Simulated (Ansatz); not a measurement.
**Co2B2H: input and output**

Input file of Ansatz 0.2.0:

```yaml
crystal:
  lattice:
    - [0.0, 3.152487, 0.0]
    - [3.152487, 0.0, 0.0]
    - [1.576244, 1.576244, -4.284967]
  atoms:
    - { symbol: B, position: [0.375, 0.375, 0.25] }
    - { symbol: B, position: [0.625, 0.625, 0.75] }
    - { symbol: Co, position: [0.75, 0.25, 0.5] }
    - { symbol: Co, position: [0.25, 0.75, 0.5] }
    - { symbol: H, position: [0.0, 0.0, 0.0] }
  symmetry: { tolerance: 0.0003 }
kpoints:
  mp_grid: { grid: [11, 11, 11], shift: [0, 0, 0] }
  band_path:
    path:
      - [0.0, 0.0, 0.0]
      - [0.5, 0.5, 0.5]
      - [0.5, 0.5, 0.25]
      - [0.0, 0.5, 0.0]
      - [0.0, 0.0, 0.0]
      - [0.0, 0.0, -0.5]
      - [0.0, 0.43234161, -0.28382919]
      - [0.0, 0.56765839, 0.28382919]
      - [0.0, 0.0, 0.0]
      - [0.5, 0.5, 0.5]
      - [0.43234161, 0.56765839, 0.5]
    npoints: 6
magnetization:
  spin_polarized: false
scf:
  occupations: { method: fermi_dirac, width: 0.0817 }
  lower_state_search: "off"
  max_iter: 200
hamiltonian:
  pseudopotentials: { kind: paw }
  xc: r2scan
basis:
  ecutwfc: 500
  fft_grid_basis: typed
output:
  forces: true
  stress: true
  eigenvalues: true
  bader: true
  populations: true
  elf: true
  write_potential: true
  volumetric_format: npy
  dos:
    e_range: [-12, 8]
    de: 0.05
    projected: { site_lists: { B: [B], Co: [Co], H: [H] } }
checkpoint:
  read: saved_state
```

The run starts from an earlier solution of this cell. 

Parts of the output:

```
Pseudopotentials: kind: paw
Pseudopotential: B, paw, valence charge 3, recommended cutoff 500 eV (meta_gga), B.paw.azcp
Pseudopotential: Co, paw, valence charge 17, recommended cutoff 500 eV (meta_gga), Co.paw.azcp
Pseudopotential: H, paw, valence charge 1, recommended cutoff 500 eV (meta_gga), H.paw.azcp
Functional definition: r2SCAN
  exchange = r2scan_x(k0 = k0, k1 = k1, a1 = a1)
  correlation = r2scan_c
Crystal: 5 atoms, lattice volume = 42.585 Å³
Basis set: ecut = 500 eV, 1071 PW (Γ), exchange–correlation on 96×96×144 points (64 copies of the dense FFT grid, shifted against one another)
Bands: 26, of which v1, the nominal top of the filled ones, is band 21 counted from 1 (20 counted from 0)
Symmetry: 16 space group operations
Space group: I4/mmm (ITA 139), of the structure as read, at distance tolerance 1.0e-3 Å
k-points: 126 of 1331
Initial density: read from a saved state, or passed on in memory by an earlier SCF of this step, an earlier step, the calling program or the single point that the run made first
Functional: x = r2scan, c = r2scan; τ floored in thin density (d = 2e-4 eV/Å³)
SCF iter   1: F=-10587.4130 eV  Δρ=5.38e-3  dr2=1.40e-2  dr2_τ=1.12e-2
SCF iter   2: F=-10587.4195 eV  Δρ=5.11e-3  dr2=5.30e-3  dr2_τ=2.72e-4
SCF iter   3: F=-10587.4217 eV  Δρ=1.89e-3  dr2=2.51e-3  dr2_τ=1.20e-4
SCF iter   4: F=-10587.4233 eV  Δρ=9.15e-4  dr2=2.04e-4  dr2_τ=8.27e-6
SCF iter   5: F=-10587.4234 eV  Δρ=5.41e-4  dr2=7.41e-5  dr2_τ=2.71e-6
SCF iter   6: F=-10587.4234 eV  Δρ=2.44e-4  dr2=3.02e-5  dr2_τ=1.65e-7
SCF iter   7: F=-10587.4234 eV  Δρ=3.92e-5  dr2=6.97e-7  dr2_τ=1.56e-7
SCF iter   8: F=-10587.4234 eV  Δρ=3.47e-5  dr2=3.75e-7  dr2_τ=4.37e-9
SCF iter   9: F=-10587.4234 eV  Δρ=2.82e-6  dr2=2.95e-9  dr2_τ=3.31e-10
Free energy (F): -10587.4234 eV
Harris-Foulkes:  -10587.4234 eV  (|F-HF|=1.46e-9)
Internal energy: -10587.3654 eV  (E = F + TS)
E sigma→0 (E₀):  -10587.3944 eV
Entropy (-TS):   -0.0581 eV (-11.612 meV/atom)
Fermi energy:    12.0987 eV
--- Per-component energies (eV) ---
  E_band       = -709.7399
  E_kinetic    = 1031.5810
  E_local      = -8680.7890  (includes V_loc(G=0)·N_el)
  E_nonlocal   = 941.0365
  E_hartree    = 3778.5296
  E_xc         = -388.7617
  E_vxc        = -558.7359  (∫ρ·V_xc dr)
  E_paw        = -3214.3936  (= ΣΔE_a)
  E_vpaw       = -1034.7147  (= ΣTr[D̂ρ^β])
  E_aug_tail   = -0.0002  (compensation charges beyond the density's cutoff)
  E_vtau       = 34.8260  (kinetic-family band-sum trace: ∫τ·v_τ [+ j·A + Jᵃ·Aᵃ] dr)
  E_ewald      = -4053.9407
  E_core_change = -0.6273  (= ΣΔE_core)
  E_smearing   = -0.0581  (= −TS)
--- Forces (eV/Å), atoms counted from 1 ---
  atom   1  B      0.0000     0.0000     2.7787
  atom   2  B      0.0000     0.0000    -2.7787
  atom   3  Co     0.0000     0.0000     0.0000
  atom   4  Co     0.0000     0.0000     0.0000
  atom   5  H      0.0000     0.0000     0.0000
--- Stress (GPa, compression-positive) ---
       39.1101       0.0000       0.0000
        0.0000      39.1101       0.0000
        0.0000       0.0000     -16.4450
  P = ⅓ Tr σ = 20.5917 GPa (205.917 kbar)
--- Löwdin populations: 5 sites ---
  site symbol       q [e]
     0      B      3.5930
     1      B      3.5930
     2     Co     16.4015
     3     Co     16.4015
     4      H      0.7712
  spilling = 0.0059 (of n_electrons = 41.0000)
--- Bader charges: 5 sites ---
  site symbol  charge [e]  shift [e]
     0      B     -0.0523     0.0190
     1      B     -0.0523     0.0190
     2     Co     -0.0310     0.0190
     3     Co     -0.0310     0.0190
     4      H      0.1666     0.0000
```

Total energies depend on the potentials used, so only differences within one code and one set of settings carry meaning.

Origin: a known structure type with other elements, at an estimated volume, so it need not be a known compound. Caveats: no spin polarisation, so a magnetic state may lie lower; atoms or cell far from equilibrium.
